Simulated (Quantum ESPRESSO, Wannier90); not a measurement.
## Wannier functions of Mo₂N (anti-anatase)

```
begin unit_cell_cart
ang
    4.2555700000    0.0000000000    0.0000000000
    0.0000000000    4.2555700000    0.0000000000
   -2.1277850000   -2.1277850000    3.9750900000
end unit_cell_cart
begin atoms_frac
Mo   0.4869600000 -0.0130400000 -0.0260800000
Mo   0.2369600000  0.2369600000  0.4739200000
Mo  -0.2369600000 -0.2369600000 -0.4739200000
Mo   0.0130400000 -0.4869600000  0.0260800000
N   -0.2500000000  0.2500000000  0.5000000000
N    0.5000000000  0.5000000000  0.0000000000
end atoms_frac
```

Materials Project entry mp-27953; symmetrised, unrelaxed at this level. COD (Crystallography Open Database) has an entry of this formula and space group (matched by these alone). Level: PBEsol, spinors with spin-orbit coupling; pw.x of Quantum ESPRESSO at 68 Ry with PseudoDojo potentials, 4×4×4 k-points, Wannier90. Density: 8×8×8 mesh, cold smearing 0.01 Ry.

Bands 33-36 form an isolated set from -17.45 to -15.69 eV relative to the Fermi level (on the path) and are turned into 4 Wannier functions by minimising the spread from the start: atomic waves N 2s.

Centres (Cartesian, Å; one of the equivalent choices) and spreads:

| n | x | y | z | spread (Å²) | nearest atom |
|---|---|---|---|---|---|
| 1 | -2.128 | 0.000 | 1.988 | 1.018 | N5 |
| 2 | -2.128 | 0.000 | 1.988 | 1.018 | N5 |
| 3 | 2.128 | 2.128 | 0.000 | 1.018 | N6 |
| 4 | 2.128 | 2.128 | 0.000 | 1.018 | N6 |

Ω_I = 4.07 Å², Ω_total = 4.07 Å²; the interpolated bands follow pw.x to 1.3 meV rms on the path. Only this start was tried; a symmetric start can stop on a saddle, and mixtures of these functions could lower the total by at most Ω_total − Ω_I.
